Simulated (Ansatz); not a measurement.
WO3:
```
CELL_PARAMETERS angstrom
      3.79933     0.00000     0.00000
      0.00000     3.79933     0.00000
      0.00000     0.00000     3.79933
ATOMIC_POSITIONS crystal
  W  0.00000 0.00000 0.00000
  O  0.00000 0.00000 0.50000
  O  0.50000 0.00000 0.00000
  O  0.00000 0.50000 0.00000
```

Tensor components refer to the Cartesian frame of this cell.

Q: Give the high-frequency dielectric tensor and the Born effective charge tensors of the independent atoms from DFPT, plane-wave PAW PBEsol (Ansatz code).

A: 
ε∞:
```
9.25  0.00  0.00
0.00  9.25  0.00
0.00  0.00  9.25
```
Z* of atom 1 (W), rows: field, columns: displacement, in e:
```
13.23   0.00   0.00
 0.00  13.23   0.00
 0.00   0.00  13.23
```
Z* of atom 2 (O), rows: field, columns: displacement, in e:
```
-1.76   0.00   0.00
 0.00  -1.76   0.00
 0.00   0.00  -9.72
```

Static charges for comparison (Bader): W1 +3.08, O2 -1.03 e. Born charges measure polarisation by displacement and can exceed these by far.

Space group Pm-3m (ReO3 type). The first step of the workflow began from a Materials Project structure, measured or hypothetical; the Crystallography Open Database copy checked does not list it. COD files the formula under space group No. 2, 14, 62, 129, 130, 191, so this cell is another polymorph or a model. Its standing as an ambient phase is unchecked. The cell was relaxed with PBEsol under the symmetry of its start; its stability against distortions is not shown here. The run is not spin-polarised. No Hubbard U is applied. Spin–orbit coupling is left out wherever it is not named.

Potentials: the later of the program's two PAW sets.
